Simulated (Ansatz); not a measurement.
Ansatz input file:

```yaml
crystal:
  lattice:
    - [15.5518221961, 0.0, 0.0]
    - [0.0, 15.5984616229, 0.0]
    - [0.0, 0.0, 15.5822276076]
  atoms:
    - { symbol: W, position: [0.5008284713, 0.4992622457, 0.5002958929] }
    - { symbol: Cl, position: [0.6463436933, 0.5002092391, 0.4991578227] }
    - { symbol: Cl, position: [0.3536563067, 0.4991664347, 0.5008395962] }
    - { symbol: Cl, position: [0.4996236506, 0.6474011263, 0.4993127415] }
    - { symbol: Cl, position: [0.4995766806, 0.3525988737, 0.5013624549] }
    - { symbol: Cl, position: [0.4990767559, 0.4995438941, 0.6470337786] }
    - { symbol: Cl, position: [0.4998111425, 0.5000280723, 0.3529662214] }
  symmetry: { detect: false }
basis:
  ecutwfc: 420
kpoints:
  mp_grid: { grid: [1, 1, 1] }
hamiltonian:
  xc: pbe
  dispersion: d3bj
scf:
  occupations: { method: gaussian, width: 0.005 }
output:
  forces: true
  eigenvalues: true
relax:
  adjacent_minimum: "off"
  f_tol: 0.01
  max_steps: 120
```

Launched with
```bash
ansatz run input.yaml --threads 4 --pin off --max-ram 11264MiB --backend cpu --events-out ev --progress --plain --runs-dir out
```

The calculation used DFT PBE+D3(BJ), scalar-relativistic, plane waves, PAW in Ansatz.

Abridged output (iterations and final results):

```
SCF iter   1: F=—  HF=-16868.335242 eV  |F-HF|=—  |Δ(HF+E_count)|=         —  Δρ=7.88e-4  dr2=8.79e-2  ethr=1.77e-3  ⟨swp⟩=10.0  Hψ=168  notcnv=0
SCF iter   2: F=—  HF=-16868.366213 eV  |F-HF|=—  |Δ(HF+E_count)|=   3.10e-2  Δρ=1.55e-3  dr2=2.94e-1  ethr=1.57e-4  ⟨swp⟩=3.0  Hψ=71  notcnv=0  defer=2
SCF iter   3: F=—  HF=-16868.323191 eV  |F-HF|=—  |Δ(HF+E_count)|=   4.30e-2  Δρ=1.30e-4  dr2=7.14e-4  ethr=1.57e-4  ⟨swp⟩=3.0  Hψ=61  notcnv=0  defer=2
SCF iter   4: F=—  HF=-16868.325694 eV  |F-HF|=—  |Δ(HF+E_count)|=   2.50e-3  Δρ=6.23e-5  dr2=3.15e-4  ethr=1.27e-6  ⟨swp⟩=3.0  Hψ=65  notcnv=0  defer=2
SCF iter   5: F=—  HF=-16868.326089 eV  |F-HF|=—  |Δ(HF+E_count)|=   3.95e-4  Δρ=2.92e-5  dr2=7.14e-5  ethr=5.62e-7  ⟨swp⟩=2.0  Hψ=56  notcnv=0  defer=2
SCF iter   6: F=—  HF=-16868.326197 eV  |F-HF|=—  |Δ(HF+E_count)|=   1.08e-4  Δρ=8.55e-6  dr2=4.24e-6  ethr=1.28e-7  ⟨swp⟩=2.0  Hψ=41  notcnv=0  defer=2
SCF iter   7: F=-16868.326213 eV  HF=-16868.326213 eV  |F-HF|=2.74e-7  |Δ(HF+E_count)|=   1.61e-5  Δρ=3.91e-6  dr2=1.11e-6  ethr=4.46e-9  ⟨swp⟩=23.0  Hψ=199  notcnv=0
SCF 1 converged in 7 iterations: F = -16868.326213 eV  dr2 = 1.11e-6
relax step   1: F+E_penalty+E_count = -16868.32621304 eV  Δ(F+E_penalty+E_count) = +0.000e0 eV  max|allowed force component| = 6.280e-1 eV/Å  Δτ_max = 0.0000 Å  (7 SCF iters, dr2 threshold 2.50e-6 eV, accepted)
Initial density: handed on by an earlier stage of this run
Initial wavefunctions: those handed on with the density
SCF iter   1: F=—  HF=-16868.345473 eV  |F-HF|=—  |Δ(HF+E_count)|=         —  Δρ=7.79e-4  dr2=5.95e-2  ethr=1.07e-4  ⟨swp⟩=2.0  Hψ=102  notcnv=0  defer=2
SCF iter   2: F=—  HF=-16868.357651 eV  |F-HF|=—  |Δ(HF+E_count)|=   1.22e-2  Δρ=1.15e-3  dr2=1.52e-1  ethr=1.06e-4  ⟨swp⟩=3.0  Hψ=61  notcnv=0  defer=2  recentre
SCF iter   3: F=—  HF=-16868.335762 eV  |F-HF|=—  |Δ(HF+E_count)|=   2.19e-2  Δρ=3.29e-4  dr2=5.87e-3  ethr=1.06e-4  ⟨swp⟩=3.0  Hψ=61  notcnv=0  defer=2
SCF iter   4: F=—  HF=-16868.335228 eV  |F-HF|=—  |Δ(HF+E_count)|=   5.34e-4  Δρ=1.33e-4  dr2=7.73e-4  ethr=1.05e-5  ⟨swp⟩=3.0  Hψ=71  notcnv=0  defer=2
SCF iter   5: F=—  HF=-16868.335128 eV  |F-HF|=—  |Δ(HF+E_count)|=   1.00e-4  Δρ=4.14e-5  dr2=4.30e-5  ethr=1.38e-6  ⟨swp⟩=4.0  Hψ=66  notcnv=0  defer=2
SCF iter   6: F=-16868.335120 eV  HF=-16868.335126 eV  |F-HF|=6.13e-6  |Δ(HF+E_count)|=   1.31e-6  Δρ=1.76e-5  dr2=1.06e-5  ethr=4.40e-8  ⟨swp⟩=18.0  Hψ=200  notcnv=0
SCF 2 converged in 6 iterations: F = -16868.335120 eV  dr2 = 1.06e-5
relax step   2: F+E_penalty+E_count = -16868.33512009 eV  Δ(F+E_penalty+E_count) = -8.907e-3 eV  max|allowed force component| = 1.987e-1 eV/Å  Δτ_max = 0.0580 Å  (6 SCF iters, dr2 threshold 2.46e-5 eV, accepted)
SCF iter   1: F=—  HF=-16868.350353 eV  |F-HF|=—  |Δ(HF+E_count)|=         —  Δρ=2.98e-4  dr2=4.71e-3  ethr=4.09e-4  ⟨swp⟩=3.0  Hψ=94  notcnv=0  defer=2
SCF iter   2: F=—  HF=-16868.350686 eV  |F-HF|=—  |Δ(HF+E_count)|=   3.33e-4  Δρ=2.95e-4  dr2=9.14e-3  ethr=8.42e-6  ⟨swp⟩=3.0  Hψ=71  notcnv=0  defer=2
SCF iter   3: F=—  HF=-16868.349501 eV  |F-HF|=—  |Δ(HF+E_count)|=   1.18e-3  Δρ=1.30e-4  dr2=1.25e-3  ethr=8.42e-6  ⟨swp⟩=3.0  Hψ=61  notcnv=0  defer=2
SCF iter   4: F=—  HF=-16868.349695 eV  |F-HF|=—  |Δ(HF+E_count)|=   1.93e-4  Δρ=4.14e-5  dr2=7.51e-5  ethr=2.24e-6  ⟨swp⟩=2.0  Hψ=38  notcnv=0  defer=2
SCF iter   5: F=—  HF=-16868.349686 eV  |F-HF|=—  |Δ(HF+E_count)|=   8.69e-6  Δρ=1.56e-5  dr2=8.66e-6  ethr=1.34e-7  ⟨swp⟩=2.0  Hψ=50  notcnv=0  defer=2
SCF iter   6: F=-16868.349685 eV  HF=-16868.349685 eV  |F-HF|=5.13e-8  |Δ(HF+E_count)|=   6.17e-7  Δρ=6.29e-6  dr2=5.83e-7  ethr=4.40e-9  ⟨swp⟩=17.0  Hψ=189  notcnv=0
SCF 3 converged in 6 iterations: F = -16868.349685 eV  dr2 = 5.83e-7
relax step   3: F+E_penalty+E_count = -16868.34968536 eV  Δ(F+E_penalty+E_count) = -1.457e-2 eV  max|allowed force component| = 8.881e-2 eV/Å  Δτ_max = 0.0369 Å  (6 SCF iters, dr2 threshold 2.47e-6 eV, accepted)
SCF iter   1: F=—  HF=-16868.350461 eV  |F-HF|=—  |Δ(HF+E_count)|=         —  Δρ=1.17e-4  dr2=1.51e-3  ethr=1.10e-6  ⟨swp⟩=4.0  Hψ=102  notcnv=0  defer=2
SCF iter   2: F=—  HF=-16868.350492 eV  |F-HF|=—  |Δ(HF+E_count)|=   3.09e-5  Δρ=1.39e-4  dr2=1.87e-3  ethr=1.10e-6  ⟨swp⟩=3.0  Hψ=75  notcnv=0  defer=2
SCF iter   3: F=—  HF=-16868.350136 eV  |F-HF|=—  |Δ(HF+E_count)|=   3.55e-4  Δρ=4.01e-5  dr2=4.59e-5  ethr=1.10e-6  ⟨swp⟩=3.0  Hψ=60  notcnv=0  defer=2
SCF iter   4: F=—  HF=-16868.350159 eV  |F-HF|=—  |Δ(HF+E_count)|=   2.32e-5  Δρ=2.58e-5  dr2=4.75e-5  ethr=8.19e-8  ⟨swp⟩=2.0  Hψ=51  notcnv=0  defer=2
SCF iter   5: F=-16868.350153 eV  HF=-16868.350153 eV  |F-HF|=1.43e-7  |Δ(HF+E_count)|=   6.70e-6  Δρ=5.42e-6  dr2=5.79e-7  ethr=1.41e-9  ⟨swp⟩=15.0  Hψ=194  notcnv=0
SCF 4 converged in 5 iterations: F = -16868.350153 eV  dr2 = 5.79e-7
relax step   4: F+E_penalty+E_count = -16868.35015264 eV  Δ(F+E_penalty+E_count) = -4.673e-4 eV  max|allowed force component| = 1.243e-3 eV/Å  Δτ_max = 0.0051 Å  (5 SCF iters, dr2 threshold 7.89e-7 eV, accepted)
SCF iter   1: F=—  HF=-16868.350130 eV  |F-HF|=—  |Δ(HF+E_count)|=         —  Δρ=5.44e-6  dr2=5.76e-7  ethr=1.03e-9  ⟨swp⟩=1.0  Hψ=94  notcnv=0
SCF iter   2: F=—  HF=-16868.350153 eV  |F-HF|=—  |Δ(HF+E_count)|=   2.28e-5  Δρ=3.24e-6  dr2=5.17e-7  ethr=1.03e-9  ⟨swp⟩=2.0  Hψ=59  notcnv=0
SCF iter   3: F=—  HF=-16868.350153 eV  |F-HF|=—  |Δ(HF+E_count)|=   2.85e-8  Δρ=2.26e-6  dr2=2.48e-7  ethr=9.23e-10  ⟨swp⟩=3.0  Hψ=63  notcnv=0
SCF iter   4: F=-16868.350153 eV  HF=-16868.350153 eV  |F-HF|=4.05e-8  |Δ(HF+E_count)|=   3.00e-9  Δρ=1.24e-6  dr2=6.43e-8  ethr=1.79e-10  ⟨swp⟩=7.0  Hψ=134  notcnv=0
SCF 5 converged in 4 iterations: F = -16868.350153 eV  dr2 = 6.43e-8
relax step   5: F+E_penalty+E_count = -16868.35015280 eV  Δ(F+E_penalty+E_count) = -1.637e-7 eV  max|allowed force component| = 8.620e-4 eV/Å  Δτ_max = 0.0000 Å  (4 SCF iters, accepted)
SCF converged after 4 iterations
Free energy (F): -16868.350153 eV
Harris-Foulkes:  -16868.350153 eV  (|F-HF|=4.05e-8)
Internal energy: -16868.350153 eV  (E = F + TS)
E sigma→0 (E₀):  -16868.350153 eV
Fermi energy:    -6.293526 eV
--- Per-component energies (eV) ---
  E_band       = -1013.109006
  E_kinetic    = 1405.457823
  E_local      = -13973.612540  (includes V_loc(G=0)·N_el)
  E_nonlocal   = 168.921170
  E_hartree    = 6225.873505
  E_xc         = -903.488245
  E_vxc        = -962.344087  (∫ρ·V_xc dr)
  E_paw        = -12515.854611  (= ΣΔE_a)
  E_vpaw       = -103.280956  (= ΣTr[D̂ρ^β])
  E_aug_tail   = 0.000487  (compensation charges beyond the density's cutoff)
  E_ewald      = 2724.827448
  E_disp       = -0.475190  (pairwise vdW)
  E_smearing   =  0.000000  (= −TS)
--- Forces (eV/Å), atoms counted from 1 ---
  atom   1  W      0.00086645     0.00029479    -0.00011039
  atom   2  Cl    -0.00067322    -0.00001131     0.00049239
  atom   3  Cl    -0.00011546    -0.00014616     0.00050938
  atom   4  Cl    -0.00012329    -0.00036031    -0.00036588
  atom   5  Cl    -0.00026059     0.00025957    -0.00037898
  atom   6  Cl     0.00015946    -0.00003598    -0.00039047
  atom   7  Cl     0.00017793    -0.00004603     0.00026143
--- Band table (eV) ---
  k-point 0: bands = ["-82.1218", "-46.2275", "-46.2275", "-46.2275", "-21.2758", "-20.5792", "-20.5792", "-20.3918", "-20.3917", "-20.3917", "-11.1934", "-10.9225", "-10.9225", "-10.2772", "-10.2772", "-10.2771", "-9.4263", "-9.4262", "-9.4262", "-8.0334", "-8.0334", "-8.0334", "-7.9365", "-7.9365", "-7.9364", "-7.3609", "-7.3609", "-7.3608", "-5.2262", "-5.2262", "-5.2262", "-1.9008", "-1.9007", "-0.1834", "0.5982"]
--- Relaxed structure (5 steps of the walk, 5 accepted, 0 SCFs on fresh bases) ---
  F+E_penalty+E_count = -16868.35015280 eV   max|allowed force component| = 8.620e-4 eV/Å
  atoms:
    - { symbol: W, position: [0.49984405, 0.49974284, 0.50013944] }
    - { symbol: Cl, position: [0.64795994, 0.49999384, 0.49987484] }
    - { symbol: Cl, position: [0.35173186, 0.49949836, 0.50034492] }
    - { symbol: Cl, position: [0.49960578, 0.64741298, 0.49977021] }
    - { symbol: Cl, position: [0.50010757, 0.35207436, 0.50056038] }
    - { symbol: Cl, position: [0.50006878, 0.50013867, 0.64796327] }
    - { symbol: Cl, position: [0.49959867, 0.49934880, 0.35231542] }
```

The relaxation met its thresholds.

Time: 20 s on 4 threads of Arm Neoverse V1, with other jobs on the host, peak memory 1.7 GiB.

Spin–orbit coupling is left out, which can shift energies with elements as heavy as these.